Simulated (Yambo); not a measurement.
G0W0@LDA for K₂PtBr₆ (space group Fm-3m, No. 225) in Yambo. Reference settings: 2×2×2 Γ-centred k mesh, bands 5 to 390 and a 7 Ry block in the screening, 390 bands in G with the Bruneval-Gonze terminator, plasmon pole fitted at 27.2 eV. The LDA gap Γ → X on this mesh is 0.92 eV; G0W0 gaps are taken between the same points.

The settings were changed. The gap went from 2.96 eV to 2.68 eV, and the shift of the valence edge from -1.16 eV to -0.79 eV.

Problem. What was changed between the two runs?
A. pole fitted at 10 eV
B. 2 Ry block
C. no random integration
D. 6 Ry block

Solution. B, 2 Ry block. The others gave (gap, valence shift): 6 Ry block: 2.93, -1.12 eV; no random integration: 2.90, -0.93 eV; pole fitted at 10 eV: 2.85, -0.99 eV.

Spin-orbit coupling is not included.

Geometry of the Materials Project entry, not relaxed at this level; primitive cell a = 7.331 Å, b = 7.331 Å, c = 7.331 Å, α = 60.00°, β = 60.00°, γ = 60.00°.

A shift is the quasiparticle energy of the state minus its LDA energy.
